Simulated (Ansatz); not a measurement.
An ordered 8-atom cell of Ga4SbP3 on the wurtzite lattice (P3m1): a single-point calculation in Ansatz (HSE06). Cell and atoms come from a relaxation with r2SCAN.

```yaml
crystal:
  lattice:
    - [3.963441713, 0.0, 0.0]
    - [-1.9817208565, 3.4324412099, 0.0]
    - [0.0, 0.0, 13.0915315565]
  atoms:
    - { symbol: P, position: [0.6666666667, 0.3333333333, -0.0109668175] }
    - { symbol: P, position: [0.6666666667, 0.3333333333, 0.5109243204] }
    - { symbol: P, position: [0.3333333333, 0.6666666667, 0.7499524876] }
    - { symbol: Sb, position: [0.3333333333, 0.6666666667, 0.2476266316] }
    - { symbol: Ga, position: [0.6666666667, 0.3333333333, 0.8071300841] }
    - { symbol: Ga, position: [0.6666666667, 0.3333333333, 0.3314492791] }
    - { symbol: Ga, position: [0.3333333333, 0.6666666667, 0.5684105928] }
    - { symbol: Ga, position: [0.3333333333, 0.6666666667, 0.045473422] }
kpoints:
  mp_grid: { grid: [6, 6, 2] }
  band_path:
    path:
      - [0.0, 0.0, 0.0]
      - [0.5, 0.0, 0.0]
      - [0.3333333333, 0.3333333333, 0.0]
      - [0.0, 0.0, 0.5]
      - [0.5, 0.0, 0.5]
      - [0.3333333333, 0.3333333333, 0.5]
      - [0.05, 0.0, 0.5]
    npoints: 1
hamiltonian:
  xc: hse06
scf:
  occupations: { method: fermi_dirac, width: 0.02 }
  n_extra_bands: 6
output:
  forces: true
  stress: true
  eigenvalues: true
  write_density: true
  write_potential: true
  elf: true
  volumetric_format: npy
```

Some lines of the output have been replaced by numbered gaps.
```
scf.n_extra_bands = 6 over 41 filled bands (N_el = 82.0): the run solves 47 bands
Functional definition: HSE06
Crystal: 8 atoms, lattice volume = 178.101 Å³
Basis set: ecut = 420 eV, 3547 PW (Γ)
Symmetry: 6 space group operations
Space group: P3m1 (ITA 156)
k-points: 14 of 72 (time reversal used)
Exchange kernel: α = 0.2500, screened, ω = 0.2079 Å⁻¹, Wigner–Seitz truncation, v(0) = 1046.7448 eV·Å³, q-mesh 6×6×2
hybrid outer 1: dexx = +4.472e-2 eV, tail = 1.72e-4 eV
hybrid outer 2: dexx = +7.543e-6 eV, tail = 8.36e-8 eV, Δε = 6.79e-3 eV, ΔF = 1.67e-2 eV/Å
hybrid outer 3: dexx = +4.037e-9 eV, tail = 1.62e-10 eV, Δε = 7.12e-5 eV, ΔF = 2.43e-4 eV/Å
NSCF: frozen V_eff on 7 k-points
hybrid SCF converged: 3 outer / 23 inner (+17 warm-up)
Free energy (F): -23893.865388 eV
Internal energy: -23893.865310 eV  (E = F + TS)
E sigma→0 (E₀):  -23893.865349 eV
Entropy (-TS):   -0.000078 eV (-0.010 meV/atom)
[1]
--- Per-component energies (eV) ---
  E_band       = -603.329267
  E_kinetic    = 876.977992
  E_local      = -10928.779621
  E_nonlocal   = 2168.791467
  E_hartree    = 5079.653081
  E_xc         = -482.746609
  E_vxc        = -410.512895
  E_exx        = -257.377103
  E_paw        = -14115.804430
  E_vpaw       = -1954.357441
  E_ewald      = -6234.826963
  E_core_change = 0.247338
  E_smearing   = -0.000078
--- Forces (eV/Å), atoms counted from 1 ---
[2]
--- Stress (GPa, compression-positive) ---
        0.324976       0.000000       0.000000
        0.000000       0.324976       0.000000
        0.000000       0.000000       0.437695
  P = ⅓ Tr σ = 0.3625 GPa (3.625 kbar)
--- Band table (eV; the first three rows and the last of 14) ---
[3]
```

The rows of the band table are 0: (0, 0, 0) = Γ, 1: (0, 0, -1/2) = A, 2: (0, 1/6, 0), 13: (1/3, 1/3, -1/2) = H.

Problem. What stood in the gaps? They hold the Fermi energy and the band table, the forces.

Solution.
```
[1]
Fermi energy:    8.209929 eV
[2]
  atom   1  P       0.00000      0.00000    -0.04003
  atom   2  P       0.00000      0.00000      0.03968
  atom   3  P       0.00000      0.00000    -0.02303
  atom   4  Sb      0.00000      0.00000      0.04206
  atom   5  Ga      0.00000      0.00000      0.04431
  atom   6  Ga      0.00000      0.00000    -0.13925
  atom   7  Ga      0.00000      0.00000    -0.02678
  atom   8  Ga      0.00000      0.00000      0.10304
[3]
  k-point 0: bands = […, 5.7197, 6.2076, 6.2076, 6.6786, 8.0998, 8.0998, 8.3018, 8.8194, 9.0458, 10.7720, …]
  k-point 1: bands = […, 5.6626, 5.6626, 6.2576, 6.2576, 8.0801, 8.0801, 8.3462, 8.9164, 9.6241, 11.1652, …]
  k-point 2: bands = […, 4.7701, 5.2873, 5.8131, 5.8781, 6.3105, 7.4807, 9.3610, 9.8716, 10.0220, 10.8846, …]
  k-point 13: bands = […, 3.3636, 3.8788, 4.0812, 4.1830, 4.2902, 4.8179, 10.3530, 10.5541, 10.9574, 11.0024, …]
```
Only the leading digits can be foreseen; the rest is this run's record.

With HSE06 the gap is 0.20 eV and direct, at Γ. Edges are sought over the mesh and the listed points. The mean stress, +0.4 GPa, is small, and the program warns that its thresholds are loose for a hybrid's stress. The largest force is 0.14 eV/Å.

Run as `ansatz run input.yaml --threads 4 --pin off --max-ram 6451MiB --backend cpu --events-out ev --progress --plain --runs-dir out`.

Problem. It ran on 4 threads of Arm Neoverse V2 (shared host), load about 0.5 per core. About how long did it take, and how much host memory at the peak?

Solution. About 3.9 min, with a peak of 4 GiB.

Note: simulated data, non-magnetic, for a generated structure that need not be the stable one.

No spin-orbit coupling is included; it can move band edges with weight on the heavy atoms by tenths of an eV.

The meshes of the hybrids are coarse, so their gaps aren't converged to the digits shown.
